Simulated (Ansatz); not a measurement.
**Structures of Cr2W: which is lowest?**

Plane-wave DFT in Ansatz with scalar-relativistic PAW potentials, cutoff 420 eV, Γ-centred meshes chosen by cell and gap, Gaussian smearing with energies taken to zero width. Every cell was relaxed (cell and atoms) in a run of its own, within the symmetry of its start. Functional: PBE.

Relaxed structures (starts from databases or built by putting these elements on another compound's sites):
A. Fd-3m, 6 atoms in the computed cell, a = 6.804 Å; sites (symmetry × multiplicity) Cr .-3m × 16, W -43m × 8; start: built
B. P6/mmm, 3 atoms in the computed cell, a = 4.371 Å, c = 2.461 Å; sites (symmetry × multiplicity) Cr -6m2 × 2, W 6/mmm × 1; start: built

Q: Rank them by energy. Could pressure change the order?

A:
| structure | group | E − E(lowest) (meV/atom) | V (Å³/atom) | gap on mesh (eV) |
| --- | --- | --- | --- | --- |
| A | Fd-3m | 0.0 | 13.13 | 0.00 |
| B | P6/mmm | 390 | 13.57 | 0.00 |

A is lowest, 390 meV/atom under B. The lowest is also the densest of these, so pressure wouldn't bring one of the others in at first order. Other structures may lie lower than all of these, and vibrations aren't counted.

Spin-orbit coupling is left out, which matters for the bands of heavy elements. Spin polarisation was left out, and a magnetic state may lie lower.